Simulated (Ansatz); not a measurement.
This run works on a proposed trial structure, not on a known crystal.

Input and command of a plane-wave DFT calculation in Ansatz:

```yaml
crystal:
  lattice:
    - [5.6620686103, 0.0, 0.0]
    - [0.0, 5.6636955712, 0.0]
    - [0.0, 0.0, 5.6268517691]
  atoms:
    - { symbol: Gd, position: [0.2176512873, 0.2177245311, 0.0], spin: 7.42 }
    - { symbol: Gd, position: [0.2176512873, 0.7822754689, 0.5], spin: 7.42 }
    - { symbol: Gd, position: [0.7823487127, 0.7822754688, 0.0], spin: -7.42 }
    - { symbol: Gd, position: [0.7823487127, 0.2177245312, 0.5], spin: -7.42 }
    - { symbol: "N", position: [1.0e-09, 0.0, 0.75] }
    - { symbol: "N", position: [1.0e-09, 0.0, 0.25] }
    - { symbol: F, position: [-1.4e-09, 0.5, 0.75] }
    - { symbol: F, position: [0.5000000006, 0.0, 0.75] }
    - { symbol: F, position: [0.5000000006, 0.0, 0.25] }
    - { symbol: F, position: [-1.4e-09, 0.5, 0.25] }
    - { symbol: F, position: [0.4999999998, 0.5, 0.75] }
    - { symbol: F, position: [0.4999999998, 0.5, 0.25] }
basis:
  ecutwfc: 420
kpoints:
  mp_grid: { grid: [6, 6, 6] }
  band_path:
    path:
      - [[0.0, 0.0, 0.0], [0.5, 0.0, 0.0], [0.5, 0.5, 0.0], [0.0, 0.5, 0.0], [0.0, 0.0, 0.0], [0.0, 0.0, 0.5], [0.5, 0.0, 0.5], [0.5, 0.5, 0.5], [0.0, 0.5, 0.5], [0.0, 0.0, 0.5]]
      - [[0.5, 0.0, 0.0], [0.5, 0.0, 0.5]]
      - [[0.0, 0.5, 0.0], [0.0, 0.5, 0.5]]
      - [[0.5, 0.5, 0.0], [0.5, 0.5, 0.5]]
    npoints: 10
hamiltonian:
  xc: pbesol
scf:
  occupations: { method: gaussian, width: 0.02 }
  n_extra_bands: 30
output:
  forces: true
  stress: true
  eigenvalues: true
  populations: true
  dos: { projected: true, de: 0.02, nscf_kmesh: { grid: [9, 9, 9] } }
  bader: false
  write_density: true
  write_potential: true
  elf: true
  volumetric_format: npy
magnetization:
  spin_polarized: true
```

```bash
ansatz run input.yaml --threads 1 --pin off --max-ram 2560MiB --backend cpu --events-out ev --progress --plain --runs-dir out
```

Processor: Intel(R) Xeon(R) Processor @ 2.70GHz, 1 thread, on a host shared with other jobs.

**Question.** How long does it run, and how much memory does it take?

**Answer.** About 16 min, peak memory 1.9 GiB. It solves 92 bands at 64 k points (after reduction by symmetry) with about 3527 plane waves, in 16 SCF iterations.
